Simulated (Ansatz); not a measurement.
Values for one crystal, relaxed and computed with PBEsol in the plane-wave PAW code Ansatz; other levels are named.

Volume per atom: 36.37 Å³
Electronic character: metallic (no gap)
Pressure derivative B′: 3.7
Mechanical stability: stable (all eigenvalues of C positive)
Debye temperature from the elastic constants: 171 K
Elastic constants (relaxed ions, GPa): C11 = 12.6, C12 = 7.8, C13 = 3.4, C33 = 16.2, C44 = 2.5
Hill bulk and shear moduli: 7.8 and 3.0 GPa

### Question
Which compound is it?
(A) Be, hcp (Mg type)
(B) Na, hcp (Mg type)
(C) Zn, hcp (Mg type)
(D) Hf, hcp (Mg type)

### Answer
B, Na, hcp (Mg type)

Space group P6_3/mmc (hcp (Mg type)). The workflow started from a Materials Project entry (that database holds measured and hypothetical structures alike); the Crystallography Open Database files this formula in space group No. 194, but the cells were not matched. It is not the phase usual at ambient conditions (space group No. 229). The cell was relaxed with PBEsol under the symmetry of its start; its stability against distortions is not shown here. As this level gives no gap, shear constants depend on the k-mesh and smearing (Fermi–Dirac, 0.1 eV here).

Potentials: the earlier of the program's two PAW sets. The files were generated under PBE; for other functionals the program regenerates the frozen cores, and for LDA and PBEsol the local potential too.
